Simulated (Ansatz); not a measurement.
The cell below belongs to a search over invented structures; it isn't taken from experiment.

Input and command of a plane-wave DFT calculation in Ansatz:

```yaml
crystal:
  lattice:
    - [5.98409974, 0.0, 0.0]
    - [-2.99204987, 5.1823824, 0.0]
    - [0.0, 0.0, 3.29435954]
  atoms:
    - { symbol: K, position: [0.33333333, 0.66666667, 0.0] }
    - { symbol: K, position: [0.66666667, 0.33333333, 0.0] }
    - { symbol: B, position: [0.0, 0.0, 0.0] }
    - { symbol: O, position: [0.5, 0.0, 0.5], spin: 1.0 }
    - { symbol: O, position: [0.5, 0.5, 0.5], spin: 1.0 }
    - { symbol: O, position: [0.0, 0.5, 0.5], spin: 1.0 }
basis:
  ecutwfc: 420
kpoints:
  mp_grid: { grid: [3, 3, 6] }
hamiltonian:
  xc: pbe
scf:
  occupations: { method: gaussian, width: 0.1 }
  lower_state_search: "off"
output:
  forces: true
  stress: true
  eigenvalues: true
  populations: true
magnetization:
  spin_polarized: true
relax:
  adjacent_minimum: "off"
  f_tol: 0.04
  max_steps: 70
  cell: { stress_tol: 0.4 }
```

```bash
ansatz run input.yaml --threads 1 --pin off --max-ram 2048MiB --backend cpu --events-out ev --progress --plain --runs-dir out
```

Processor: Arm Neoverse N1, 1 thread, on a host shared with other jobs.

Task: Estimate time, memory and problem size.

Result: About 110 s, peak memory 0.4 GiB. It solves 27 bands at 12 k points (after reduction by symmetry) with about 2503 plane waves (on the last cell), in 93 SCF iterations over 11 ionic steps.
